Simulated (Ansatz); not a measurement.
Property card for LaSi3Rh

LaSi3Rh:
```cif
data_La2Rh2Si6
_chemical_formula_sum 'La2 Si6 Rh2'
_space_group_name_H-M_alt 'I4mm'
_space_group_IT_number 107
_space_group_name_Hall 'I 4 -2'
_cell_length_a 4.27043
_cell_length_b 4.27043
_cell_length_c 9.87401
_cell_angle_alpha 90.000
_cell_angle_beta 90.000
_cell_angle_gamma 90.000
loop_
_atom_site_label
_atom_site_type_symbol
_atom_site_symmetry_multiplicity
_atom_site_Wyckoff_symbol
_atom_site_fract_x
_atom_site_fract_y
_atom_site_fract_z
_atom_site_occupancy
La1 La 2 a 0.00000 0.00000 0.99952 1
Si1 Si 2 a 0.00000 0.00000 0.41192 1
Si2 Si 4 b 0.00000 0.50000 0.26197 1
Rh1 Rh 2 a 0.00000 0.00000 0.65461 1
```
(The calculation used a cell of 5 atoms; values per cell refer to that cell.)

Space group I4mm (No. 107); conventional cell a = 4.270 Å, b = 4.270 Å, c = 9.874 Å, α = 90.00°, β = 90.00°, γ = 90.00°.

Method: DFT-r²SCAN in the program Ansatz with PAW potentials. Geometry: relaxed at this level of theory. Other levels are named where they apply.

Cell and energy:

```
Property                                                      Result
-----------------------------------------------------  -------------
Volume per atom                                             18.01 Å³
Density                                                   6.01 g/cm³
Formation energy from the elements (no fitted shifts)  -0.86 eV/atom
```

Electronic structure:

```
Quantity                                                                    Result
------------------------------------  --------------------------------------------
Electronic character                                             metallic (no gap)
Density of states at the Fermi level  0.36 states/eV per atom (mean over ±0.08 eV)
```

The first step of the workflow began from a Materials Project structure, measured or hypothetical; the Crystallography Open Database copy checked does not list it. Its standing as an ambient phase is unchecked. The cell was relaxed with r²SCAN under the symmetry of its start; its stability against distortions is not shown here. No spin polarisation was allowed. The references are the lowest solids computed at this level, not always the standard phases. Scalar-relativistic: spin–orbit coupling is off unless named, which matters more the heavier the elements.

Potentials: the later of the program's two PAW sets.
